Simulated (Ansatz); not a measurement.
Sr:
```
CELL_PARAMETERS angstrom
      4.30268     0.00000     0.00000
     -2.15134     3.72623     0.00000
      0.00000     0.00000     7.12910
ATOMIC_POSITIONS crystal
  Sr 0.33333 0.66667 0.25000
  Sr 0.66667 0.33333 0.75000
```

Relaxed with r²SCAN. Special points in fractions of this cell's reciprocal vectors: Γ (0.000, 0.000, 0.000); M (0.500, 0.000, 0.000); K (0.333, 0.333, 0.000); A (0.000, 0.000, 0.500); L (0.500, 0.000, 0.500); H (0.333, 0.333, 0.500).

### Question
List the band energies nearest the Fermi level at these points for r²SCAN in the plane-wave PAW code Ansatz.

### Answer
In eV from the Fermi level; about four levels below and three above (degenerate sets whole), none deeper than 8.9 eV; points with the same levels are listed once.

| k | below | above |
|---|---|---|
| Γ | -3.83 -1.14 -0.19 | 2.52 2.59 2.59 |
| M | -1.11 -0.63 | 0.12 0.33 1.34 |
| K | -0.24 -0.24 -0.18 | 0.48 1.44 1.44 |
| A | -2.88 -2.88 | 1.37 1.37 2.60 2.60 2.60 2.60 |
| L | -0.77 -0.77 | 0.14 0.14 1.48 1.48 |
| H | – | 0.11 0.11 0.38 0.38 |

Space group P6_3/mmc (hcp (Mg type)). The workflow started from a Materials Project entry (that database holds measured and hypothetical structures alike); the Crystallography Open Database files this formula in space group No. 194, but the cells were not matched. It is not the phase usual at ambient conditions (space group No. 225). Symmetry was held in the r²SCAN relaxation; whether a distortion lowers the energy is not shown. Spin–orbit coupling is left out wherever it is not named.

Potentials: the earlier of the program's two PAW sets.
